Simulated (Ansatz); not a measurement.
**N-14 nuclear quadrupole resonance in Cs2MgFeC6N6**

Cell: a Materials Project structure (computed, not necessarily an observed phase), atoms as given.

Space group Fm-3m (No. 225); a = 10.4749 Å.

| site | Wyckoff | site symmetry | x | y | z |
| --- | --- | --- | --- | --- | --- |
| Cs | 8c | -43m | 0.2500 | 0.2500 | 0.2500 |
| Mg | 4b | m-3m | 0.5000 | 0.5000 | 0.5000 |
| Fe | 4a | m-3m | 0.0000 | 0.0000 | 0.0000 |
| C | 24e | 4m.m | 0.5000 | 0.8203 | 0.5000 |
| N | 24e | 4m.m | 0.5000 | 0.5000 | 0.7076 |

One atom of each set is listed; the run and its k-mesh use a cell of 16 atoms with edges of 7.41, 7.41, 7.41 Å.

Computed with Ansatz: DFT, PBE, plane waves and PAW, scalar-relativistic, collinear spin, 420 eV cutoff, Γ-centred 6×6×6 k-points, Fermi–Dirac smearing 0.05 eV. Start moments as typed (μB): 3 on each Fe, none on the rest.

N-14: I = 1, Q = 20.44 mb (year-2017 value). Static lattice, zero field.

(1) At which frequencies do the N-14 NQR lines lie?

Results:

(1) For I = 1 the lines are ν± = (3/4)|C_Q|(1 ± η/3) and ν₀ = |C_Q|η/2.

| site | atoms | V_zz (10²¹ V/m²) | C_Q (MHz) | η | line frequencies (MHz) |
| --- | --- | --- | --- | --- | --- |
| N | 6 | -5.50 | -2.72 | 0.00 | 2.04 |

An axis of threefold or higher order runs through N, so V_zz lies along it and η is zero.

The largest force is 0.4 eV/Å, so the atoms aren't at the calculated equilibrium and relaxing them would move these values. The start moments die out, and the run ends without spin.

The run took 71 s of wall time (70 s of CPU time) and 0.97 GiB at its peak, on 1 thread of Arm Neoverse V2 (aarch64; 8 cores open to the job, memory cap 2.5 GiB, no GPU), a shared host with a load of 0.2 a core.
